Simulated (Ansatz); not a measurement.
Ga₂O₃ (corundum)

Space group R-3c, hexagonal axes (No. 167); a = b = 5.0579 Å, c = 13.6242 Å, α = β = 90.00°, γ = 120.00°

```json
[
 {"atom": "Ga", "site": "12c", "symmetry": "3.", "x": "0.0000", "y": "0.0000", "z": "0.1442"},
 {"atom": "O", "site": "18e", "symmetry": ".2", "x": "0.3031", "y": "0.3031", "z": "0.2500"}
]
```
(The calculation used a cell of 10 atoms; values per cell refer to that cell.)

The volume is varied about the relaxed value V₀ at fixed cell shape. The atoms relax within the cell's symmetry.

Calculation: PBE (plane waves to 420 eV, PAW, scalar-relativistic; Ansatz, a program for electronic structure). k mesh 8×8×8 (Γ-centred), Fermi-Dirac smearing 0.05 eV. The energy includes the smearing's −TS. Ga2O3 was relaxed with its symmetry unable to fall. The PAW data are Ansatz's earlier set. The zero of ΔE is the relaxed starting cell.

**Question.** What ΔE (eV/atom) does the calculation give at V/V₀ = 0.900, 0.920, 0.940, 0.960, 0.980, 1.020, 1.040, 1.100?

**Answer.** 
```csv
V/V₀,ΔE (eV/atom)
0.900,0.0764
0.920,0.0470
0.940,0.0254
0.960,0.0109
0.980,0.0026
1.020,0.0024
1.040,0.0093
1.100,0.0527
```

(A scan under strain: stresses follow from slopes of the energy per volume, elastic moduli from its curvatures.)
